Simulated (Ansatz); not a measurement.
Be2C (fluorite or antifluorite type, Fm-3m), plane-wave PAW PBEsol (Ansatz code). The conduction-band minimum lies at X, with 3 equivalent valleys. Second derivatives d²E/dk² of the lowest band at one valley (eV·Å²), along Cartesian directions:

| direction | d²E/dk² |
|---|---|
| [100] | 10.94 |
| [010] | 33.14 |
| [001] | 33.14 |
| [110] | 22.04 |
| [101] | 22.04 |
| [011] | 33.12 |

Find the principal effective masses, the density-of-states mass and the conductivity mass.

Off-diagonal terms follow from H_xy = H[110] − (H_xx + H_yy)/2, and m*/mₑ = 7.620 eV·Å² over each eigenvalue: 0.23, 0.23, 0.70. One valley's DOS mass (m₁m₂m₃)^(1/3) = 0.33, conductivity mass 3/(Σ 1/mᵢ) = 0.30 mₑ.

What effective density of states Nc follows at 300 K for parabolic valleys?

Nc = 2.509e19 × 3 × (0.33)^(3/2) ≈ 1.4e19 cm⁻³.

The cell was relaxed with PBEsol under the symmetry of its start.

Potentials: the earlier of the program's two PAW sets. The files were generated under PBE; for other functionals the program regenerates the frozen cores, and for LDA and PBEsol the local potential too.

Edges and masses are those of Kohn–Sham bands, whose gap is no quasiparticle gap.
